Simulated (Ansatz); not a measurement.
**Structure relaxation, Ge**

The start is a generated cell, Ge built in the A7 structure type. The cell and all atomic positions are relaxed at zero pressure with r2SCAN (plane waves to 500 eV, PAW, scalar-relativistic; Ansatz, a quantum-chemistry and plane-wave program). First-step values are on the input's coarse k-mesh.

Ansatz input (later rounds restart from its end on a renewed k-mesh):
Ansatz 0.2 input:
```yaml
crystal:
  lattice:
    - [1.7928132, 1.0350812, 3.324553]
    - [-1.7928132, 1.0350812, 3.324553]
    - [0, -2.0701623, 3.324553]
  atoms:
    - { symbol: Ge, position: [0.22754, 0.22754, 0.22754] }
    - { symbol: Ge, position: [0.77246, 0.77246, 0.77246] }
basis: { ecutwfc: 500, ecutrho_ratio: 4, xc_grid: 4, fft_grid_basis: typed }
kpoints: { mp_grid: { grid: [8, 8, 8] } }
hamiltonian:
  xc: r2scan
  dispersion: none
  pseudopotentials: { azcp: { folder: ./paw }, kind: paw }
scf: { occupations: { method: fermi_dirac, width: 0.05 } }
relax: { f_tol: 0.01, max_steps: 100, cell: { stress_tol: 0.02 } }
output: { forces: true, stress: true }
```

Task: What symmetry does the relaxed structure have?

Result: The space group goes from R-3m (No. 166) to Pm-3m (No. 221); the end is AFLOW prototype A_cP1_221_a (A_h), with 1 atom in the primitive cell.

Task: How much energy is released per atom?

Result: 0.19 eV/atom.

Task: How does the volume change?

Result: +3.9 %, from 18.51 to 19.23 Å³/atom.

Task: How do the shortest distances between atoms change?

Result: The closest pairs of elements (up to four, under 3.6 Å), start → end: Ge–Ge 2.40 → 2.68 Å.

Task: What band gap does the relaxed structure have at this level?

Result: Zero (metallic).

Final values are on a 17×17×17 k-mesh of the relaxed cell. No spin polarisation in the result.

The run could not lose the symmetry of its start, so the end can be a saddle point.

The relaxed structure here is a generated cell of Ge: the first start was made by placing the elements on the sites of a structure type, and the end was not matched to a known phase here, so it may be hypothetical. Known forms of Ge include space group No. 227.
